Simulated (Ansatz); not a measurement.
C₃H₂BO:
```cif
data_C18H12B6O6
_chemical_formula_sum 'B6 O6 C18 H12'
_space_group_name_H-M_alt 'P 1'
_space_group_IT_number 1
_cell_length_a 13.63997
_cell_length_b 13.63997
_cell_length_c 3.78793
_cell_angle_alpha 85.246
_cell_angle_beta 94.754
_cell_angle_gamma 113.142
loop_
_space_group_symop_operation_xyz
  'x, y, z'
loop_
_atom_site_label
_atom_site_type_symbol
_atom_site_fract_x
_atom_site_fract_y
_atom_site_fract_z
_atom_site_occupancy
B1 B 0.77340 0.38659 0.76843 1
B2 B 0.61341 0.22660 0.76843 1
B3 B 0.61439 0.38561 0.44456 1
B4 B 0.22660 0.61341 0.23157 1
B5 B 0.38659 0.77340 0.23157 1
B6 B 0.38561 0.61439 0.55544 1
O1 O 0.56223 0.27951 0.54892 1
O2 O 0.72049 0.43777 0.54892 1
O3 O 0.71866 0.28134 0.88017 1
O4 O 0.43777 0.72049 0.45108 1
O5 O 0.27951 0.56223 0.45108 1
O6 O 0.28134 0.71866 0.11983 1
C1 C 0.89186 0.44605 0.89097 1
C2 C 0.55395 0.10814 0.89097 1
C3 C 0.55508 0.44492 0.20564 1
C4 C 0.10814 0.55395 0.10903 1
C5 C 0.44605 0.89186 0.10903 1
C6 C 0.44492 0.55508 0.79436 1
C7 C 0.94856 0.39175 0.08715 1
C8 C 0.44472 0.05489 0.80596 1
C9 C 0.60718 0.55300 0.10085 1
C10 C 0.05144 0.60825 0.91285 1
C11 C 0.55528 0.94511 0.19404 1
C12 C 0.39282 0.44700 0.89915 1
C13 C 0.55300 0.60718 0.89915 1
C14 C 0.39175 0.94856 0.91285 1
C15 C 0.05489 0.44472 0.19404 1
C16 C 0.44700 0.39282 0.10085 1
C17 C 0.60825 0.05144 0.08715 1
C18 C 0.94511 0.55528 0.80596 1
H1 H 0.90802 0.30722 0.15552 1
H2 H 0.40212 0.09772 0.65179 1
H3 H 0.69076 0.59401 0.18103 1
H4 H 0.09198 0.69278 0.84448 1
H5 H 0.59788 0.90228 0.34821 1
H6 H 0.30924 0.40599 0.81897 1
H7 H 0.59401 0.69076 0.81897 1
H8 H 0.30722 0.90802 0.84448 1
H9 H 0.09772 0.40212 0.34821 1
H10 H 0.40599 0.30924 0.18103 1
H11 H 0.69278 0.09198 0.15552 1
H12 H 0.90228 0.59788 0.65179 1
```

Relaxed with r²SCAN+D4. The program Ansatz at the r²SCAN+D4 level (PAW) gives a gap of 3.26 eV.

Q: What gap does HSE06 give on the same cell (Ansatz, PAW)?

A: 3.91 eV, 0.65 eV more. The hybrid was solved on a coarser mesh and at special points; the gap given is the minimum over both.

| k | v1 r²SCAN+D4 | c1 r²SCAN+D4 | v1 HSE06 | c1 HSE06 |
|---|---|---|---|---|
| Γ | 0.00 | 3.29 | 0.00 | 3.94 |
| Y2 | 0.00 | 3.37 | ? | ? |
| A | -0.46 | 3.26 | -0.50 | 3.91 |
| M2 | -0.54 | 3.41 | ? | ? |
| V2 | -0.03 | 3.31 | -0.03 | 3.96 |
| L2 | -0.49 | 3.29 | -0.54 | 3.95 |
| C | -0.03 | 3.34 | ? | ? |
| D | -0.50 | 3.31 | ? | ? |

Q: Top valence (v1) and lowest conduction level (c1) in eV from each method's valence maximum (which need not be a listed point): supply the withheld HSE06 values.

A: 
- C, v1 HSE06: -0.03
- C, c1 HSE06: 3.99
- M2, v1 HSE06: -0.59
- M2, c1 HSE06: 4.05
- D, v1 HSE06: -0.55
- D, c1 HSE06: 3.96
- Y2, v1 HSE06: 0.00
- Y2, c1 HSE06: 4.02

Cost on shared cores: the r²SCAN+D4 run (SCF on a 3×3×7 mesh, then bands and DOS) roughly 30 core-minutes, the HSE06 run (SCF on 2×2×4, then a few points) very roughly 70 core-minutes; the tasks are unlike.

Space group C2/m. A made-up cell: these elements were put on the sites of a structure type; neither database checked (COD, Materials Project) lists it. Whether it is the stable phase at ambient conditions was not checked. The r²SCAN+D4 relaxation kept the symmetry of its start; whether a distortion lowers the energy is not shown.

Potentials: the later of the program's two PAW sets.
